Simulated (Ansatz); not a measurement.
Here is the system:

VIr₃:
```
VIr3
1.0
    3.79423     0.00000     0.00000
    0.00000     3.79423     0.00000
    0.00000     0.00000     3.79423
V Ir
1 3
Direct
  0.00000   0.00000   0.00000
  0.50000   0.50000   0.00000
  0.00000   0.50000   0.50000
  0.50000   0.00000   0.50000
```

This is the PBEsol-relaxed structure.

All from DFT-PBEsol in the program Ansatz with PAW potentials, unless another level is named. Estimate the bulk modulus (Birch–Murnaghan fit).

353 GPa.

Next, the elastic constants (relaxed ions, GPa)?

C11 = 584, C12 = 239, C44 = 288.

Space group Pm-3m (Cu3Au type). The first step of the workflow began from a Materials Project structure, measured or hypothetical; the Crystallography Open Database files this formula in space group No. 221, but the cells were not matched. Whether it is the stable phase at ambient conditions was not checked. Symmetry was held in the PBEsol relaxation; whether a distortion lowers the energy is not shown. The run is not spin-polarised. As this level gives no gap, shear constants depend on the k-mesh and smearing (Fermi–Dirac, 0.1 eV here). Spin–orbit coupling is left out wherever it is not named.

Potentials: the later of the program's two PAW sets.
